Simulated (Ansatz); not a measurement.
ScHg: clamped-ion strain scan

Method: DFT PBEsol, scalar-relativistic, plane waves, PAW (Ansatz 0.2.0). Cutoff 420 eV, Γ-centred 14×14×14 k-points, Gaussian smearing of 0.15 eV. Spin–orbit coupling is left out, which can shift energies with elements as heavy as these. No spin polarisation. Energies are free energies at this smearing, counted from the undisturbed cell; pressure is positive in compression.

The starting cell (as given, not relaxed at this level; it stands at -0.9 GPa, and it needn't be the usual structure):

```yaml
crystal:
  lattice:
    - [3.48000, 0.00000, 0.00000]
    - [0.00000, 3.48000, 0.00000]
    - [0.00000, 0.00000, 3.48000]
  atoms:
    - { symbol: Sc, position: [0.50000, 0.50000, 0.50000] }
    - { symbol: Hg, position: [0.00000, 0.00000, 0.00000] }
```

The cell is strained by ε times the Voigt pattern (0, 0, 1, 0, 0, 0) (xx, yy, zz, yz, xz, xy; engineering shear) with fractional coordinates fixed. The cell is metallic on the mesh throughout.

```csv
ε,ΔE (meV/atom),"stress summed along the pattern (GPa, tension positive)",pressure (GPa)
-0.0200,0.4,-1.27,0.8
-0.0150,-0.2,-0.70,0.4
-0.0100,-0.5,-0.14,-0.1
-0.0050,-0.4,0.40,-0.5
0.0000,0.0,0.92,-0.9
0.0050,0.8,1.43,-1.3
0.0100,1.9,1.93,-1.7
0.0150,3.3,2.42,-2.1
0.0175,4.1,2.66,-2.3
0.0200,5.1,2.89,-2.5
```